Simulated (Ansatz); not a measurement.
A relaxed cell of TiTe2 is given with its symmetry left out. The cell was found from a structure generator's guess, not taken from experiment.

Theory: DFT PBE+D3(BJ), scalar-relativistic, plane waves, PAW in Ansatz. Cutoff 420 eV, Γ-centred mesh, Gaussian smearing, no spin polarisation.

The sheet is periodic along a and b; c holds vacuum.

```
Ti Te
1.0
     3.68506    0.00000    0.00000
    -1.84253    3.19136    0.00000
     0.00000    0.00000   43.64106
Ti Te
2 4
Direct
  0.00000 0.00000 0.20118
  0.00000 0.00000 0.34876
  0.66667 0.33333 0.24091
  0.33333 0.66667 0.16070
  0.33333 0.66667 0.30903
  0.66667 0.33333 0.38924
```

Formation energies are uncorrected and refer to the elements' standard structures at the same level.

**Question.** What layer group does it have?

**Answer.** p-3m1 (No. 72). In-plane cell: a = 3.685 Å, b = 3.685 Å, γ = 120.0°, thickness 9.97 Å between the outermost nuclei. Ti at height 1.77 Å has 6 Te at 2.74–2.77 Å; Te at height 3.50 Å has 3 Ti at 2.74 Å; Te at height 0.00 Å has 3 Ti at 2.77 Å.

**Question.** What is its formation energy per atom?

**Answer.** −0.62 eV/atom. Whether it is stable depends on the other phases of the system, which aren't compared here.

**Question.** Is it a metal?

**Answer.** Yes, bands cross the Fermi level on the 12×12×1 mesh.

The last run used a 12×12×1 mesh for its 6-atom cell and Gaussian smearing of 0.10 eV. Spin–orbit coupling, which can matter for Te, is left out. A later test with randomly moved atoms came back to the same energy, though modes that don't fit the test's cell weren't probed.
